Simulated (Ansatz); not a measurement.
Input for Ansatz (plane-wave DFT, PAW):

```yaml
crystal:
  lattice:
    - [3.5972178816, 0.0, 0.0]
    - [0.0, 3.5972178816, 0.0]
    - [0.0, 0.0, 3.5972178816]
  atoms:
    - { symbol: Cu, position: [0.0, 0.5, 0.5] }
    - { symbol: Cu, position: [0.5, 0.0, 0.5] }
    - { symbol: Cu, position: [0.5, 0.5, 0.0] }
    - { symbol: Pd, position: [0.0, 0.0, 0.0] }
basis:
  ecutwfc: 500
kpoints:
  mp_grid: { grid: [12, 12, 12] }
hamiltonian:
  xc: r2scan
scf:
  occupations: { method: gaussian, width: 0.1 }
output:
  forces: true
  stress: true
  eigenvalues: true
```

Launched with
```bash
ansatz run input.yaml --threads 1 --pin off --max-ram 2560MiB --backend cpu --events-out ev --progress --plain --runs-dir out
```

These are results of DFT r2SCAN, scalar-relativistic, plane waves, PAW (Ansatz 0.2.0), not measurements.

Abridged output:

```
Pseudopotentials: kind: paw
Pseudopotential: Cu, paw, valence charge 19, recommended cutoff 500 eV (meta_gga)
Pseudopotential: Pd, paw, valence charge 18, recommended cutoff 500 eV (meta_gga)
Functional definition: r2SCAN
Crystal: 4 atoms, lattice volume = 46.548 Å³
Basis set: ecut = 500 eV, 1213 PW (Γ), exchange–correlation on 108×108×108 points (64 copies of the dense FFT grid, shifted against one another)
Bands: 45, of which v1, the nominal top of the filled ones, is band 38 counted from 1 (37 counted from 0)
Symmetry: 48 space group operations
Space group: Pm-3m (ITA 221), of the structure as read, at distance tolerance 3.6e-5 Å
k-points: 84 of 1728
Initial density: superposition of atomic densities (neutral atoms: chi_scale 0, normalization atom), corrected by the library's trained network
Initial wavefunctions: pseudopotential atomic-orbital guess
Functional: x = r2scan, c = r2scan; τ floored in thin density (d = 2e-4 eV/Å³)
SCF iter   1: F=—  HF=-26879.820922 eV  |F-HF|=—  |Δ(HF+E_count)|=         —  Δρ=4.02e-2  dr2=4.10e-1  dr2_τ=1.06e-2  ethr=1.77e-3  ⟨swp⟩=5.6  Hψ=13959  notcnv=0  defer=40
SCF iter   2: F=—  HF=-26879.794870 eV  |F-HF|=—  |Δ(HF+E_count)|=   2.61e-2  Δρ=1.58e-2  dr2=7.51e-2  dr2_τ=6.06e-3  ethr=5.46e-4  ⟨swp⟩=2.0  Hψ=6517  notcnv=0  defer=172
SCF iter   3: F=—  HF=-26879.765545 eV  |F-HF|=—  |Δ(HF+E_count)|=   2.93e-2  Δρ=1.13e-2  dr2=3.56e-2  dr2_τ=7.54e-4  ethr=1.00e-4  ⟨swp⟩=2.0  Hψ=6579  notcnv=0  defer=172
SCF iter   4: F=—  HF=-26879.758746 eV  |F-HF|=—  |Δ(HF+E_count)|=   6.80e-3  Δρ=3.18e-3  dr2=3.86e-3  dr2_τ=1.86e-4  ethr=4.74e-5  ⟨swp⟩=1.0  Hψ=4250  notcnv=0  defer=172
SCF iter   5: F=—  HF=-26879.758139 eV  |F-HF|=—  |Δ(HF+E_count)|=   6.07e-4  Δρ=1.15e-3  dr2=4.18e-4  dr2_τ=1.21e-5  ethr=5.15e-6  ⟨swp⟩=2.0  Hψ=4656  notcnv=0  defer=172
SCF iter   6: F=—  HF=-26879.758625 eV  |F-HF|=—  |Δ(HF+E_count)|=   4.86e-4  Δρ=3.10e-4  dr2=3.36e-5  dr2_τ=1.56e-6  ethr=5.57e-7  ⟨swp⟩=2.1  Hψ=6390  notcnv=0  defer=172
SCF iter   7: F=—  HF=-26879.758628 eV  |F-HF|=—  |Δ(HF+E_count)|=   2.69e-6  Δρ=9.93e-5  dr2=3.87e-6  dr2_τ=1.91e-7  ethr=4.48e-8  ⟨swp⟩=2.0  Hψ=5387  notcnv=0  defer=172
SCF iter   8: F=—  HF=-26879.758631 eV  |F-HF|=—  |Δ(HF+E_count)|=   2.91e-6  Δρ=2.18e-5  dr2=2.28e-7  dr2_τ=4.45e-9  ethr=5.16e-9  ⟨swp⟩=2.0  Hψ=6456  notcnv=0  defer=172
SCF iter   9: F=-26879.758631 eV  HF=-26879.758631 eV  |F-HF|=9.58e-9  |Δ(HF+E_count)|=   2.36e-7  Δρ=5.81e-6  dr2=1.39e-8  dr2_τ=3.15e-10  ethr=1.33e-10  ⟨swp⟩=8.2  Hψ=15796  notcnv=0
SCF 1 converged in 9 iterations: F = -26879.758631 eV  dr2 = 1.39e-8
SCF converged after 9 iterations
Free energy (F): -26879.758631 eV
Harris-Foulkes:  -26879.758631 eV  (|F-HF|=9.58e-9)
Internal energy: -26879.752850 eV  (E = F + TS)
E sigma→0 (E₀):  -26879.755740 eV
Entropy (-TS):   -0.005781 eV (-1.445 meV/atom)
Fermi energy:    19.118661 eV
--- Per-component energies (eV) ---
  E_band       = -1175.583204
  E_kinetic    = 1420.709129
  E_local      = -13538.804606  (includes V_loc(G=0)·N_el)
  E_nonlocal   = 1407.585769
  E_hartree    = 5964.067146
  E_xc         = -414.149023
  E_vxc        = -610.208490  (∫ρ·V_xc dr)
  E_paw        = -8809.841741  (= ΣΔE_a)
  E_vpaw       = -1827.263807  (= ΣTr[D̂ρ^β])
  E_aug_tail   = 0.000496  (compensation charges beyond the density's cutoff)
  E_vtau       = 44.257085  (kinetic-family band-sum trace: ∫τ·v_τ [+ j·A + Jᵃ·Aᵃ] dr)
  E_ewald      = -12907.964610
  E_core_change = -1.355411  (= ΣΔE_core)
  E_smearing   = -0.005781  (= −TS)
--- Forces (eV/Å), atoms counted from 1 ---
  atom   1  Cu     0.00000000     0.00000000     0.00000000
  atom   2  Cu     0.00000000     0.00000000     0.00000000
  atom   3  Cu     0.00000000     0.00000000     0.00000000
  atom   4  Pd     0.00000000     0.00000000     0.00000000
--- Stress (GPa, compression-positive) ---
       12.264855       0.000000       0.000000
        0.000000      12.264855       0.000000
        0.000000       0.000000      12.264855
  P = ⅓ Tr σ = 12.2649 GPa (122.649 kbar)
--- Band table (eV; the first three rows and the last of 84) ---
  k-point 0: bands = ["-97.0834", "-97.0684", "-97.0684", "-67.6974", "-52.9565", "-52.9565", "-52.9565", "-52.8854", "-52.8854", "-52.8854", "-52.8707", "-52.8707", "-52.8707", "-32.6108", "-32.6108", "-32.6108", "9.6395", "13.2182", "13.2182", "14.0695", "14.0695", "14.0695", "14.2400", "16.0855", "16.0855", "16.0855", "17.0869", "17.0869", "17.6211", "17.7944", "17.7944", "17.7944", "18.1479", "18.1479", "18.6592", "18.6592", "18.6592", "21.3054", "21.3054", "21.3054", "28.2586", "28.5535", "28.5535", "32.2638", "32.2638"]
  k-point 1: bands = ["-97.0831", "-97.0686", "-97.0684", "-67.6974", "-52.9558", "-52.9558", "-52.9553", "-52.8856", "-52.8856", "-52.8854", "-52.8719", "-52.8711", "-52.8711", "-32.6117", "-32.6108", "-32.6108", "9.7328", "13.2614", "13.2629", "14.0977", "14.1026", "14.1026", "14.2683", "16.0524", "16.1103", "16.1103", "17.0591", "17.0966", "17.5957", "17.6899", "17.6899", "17.7945", "18.0965", "18.1174", "18.4763", "18.4763", "18.6573", "20.8448", "21.6204", "21.6204", "28.3484", "28.5382", "29.0797", "32.0710", "32.1902"]
  k-point 2: bands = ["-97.0825", "-97.0693", "-97.0684", "-67.6973", "-52.9539", "-52.9539", "-52.9518", "-52.8862", "-52.8862", "-52.8855", "-52.8755", "-52.8724", "-52.8724", "-32.6139", "-32.6108", "-32.6108", "10.0093", "13.3717", "13.3906", "14.1801", "14.2017", "14.2017", "14.3520", "15.9565", "16.1844", "16.1844", "16.9790", "17.1243", "17.3671", "17.3671", "17.5164", "17.7947", "17.9406", "18.0365", "18.1364", "18.1364", "18.6521", "19.8100", "22.3734", "22.3734", "28.3777", "28.4935", "30.5562", "31.6113", "31.7180"]
  k-point 83: bands = ["-97.0734", "-97.0734", "-97.0734", "-67.6963", "-52.9972", "-52.9253", "-52.9253", "-52.9253", "-52.8976", "-52.8976", "-52.8581", "-52.8581", "-52.8581", "-32.6194", "-32.6194", "-32.6194", "13.1369", "13.1369", "13.1369", "14.3317", "15.8026", "15.8026", "16.0147", "16.0147", "16.0147", "16.1142", "16.1142", "16.1142", "17.6417", "17.6417", "17.6417", "18.0238", "18.1107", "18.1107", "18.1107", "18.2627", "18.2627", "18.8555", "18.8555", "18.8555", "24.7620", "24.7620", "24.7620", "25.4805", "39.7867"]
```

The calculation finished and met its thresholds.

It took 26 s on 1 thread of Arm Neoverse V1, with other jobs on the host, peak memory 0.5 GiB.